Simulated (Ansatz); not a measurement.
**Ionic part of the dielectric constant of MgCd3Se4, mode by mode**

Method: DFT PBE, scalar-relativistic, plane waves, PAW in Ansatz. Cutoff 420 eV, 6×6×6 k-points (Γ-centred), fixed occupations. No spin polarisation. Phonons by linear response, acoustic sum rule imposed.

Space group P-43m (No. 215), cubic, a = 6.145 Å. Mg is surrounded by 4 Se at 2.60 Å; Cd has 4 Se at 2.68 Å; Se has 1 Mg at 2.60 Å and 3 Cd at 2.68 Å.

The structure comes from a generated guess, relaxed at this level; another structure or a mixture of phases may lie lower. The run warned that its linear response isn't converged on this k mesh, so dielectric tensors, Born charges and infrared intensities are rough, and the frequencies may be too.

The primitive cell has V = 232.01 Å³ and ε∞,zz = 6.696. Each polar mode adds Δε = (4.92064×10⁷/V)·S/ν² along z, with S its oscillator strength in e²/amu, ν in cm⁻¹ and V in Å³.

Task: From these modes, find each Δε and ε0,zz.
```
ν (cm⁻¹)  S_zz (e²/amu)
   57.40        0.00336
  147.34         0.1133
  159.62         0.1925
  260.95         0.2186
```

Result:
| ν (cm⁻¹) | Δε |
| --- | --- |
| 57.40 | 0.22 |
| 147.34 | 1.11 |
| 159.62 | 1.60 |
| 260.95 | 0.68 |

The sum is 3.61, so ε0,zz = 10.31; the run's tensor has 10.30.

Task: Where do the longitudinal modes lie for a wave vector along z?

Result: At 57.98, 150.88, 180.45, 276.77 cm⁻¹. The Lyddane–Sachs–Teller product Π(ν_LO/ν_TO)² = 1.54 agrees with ε0/ε∞ = 1.54.
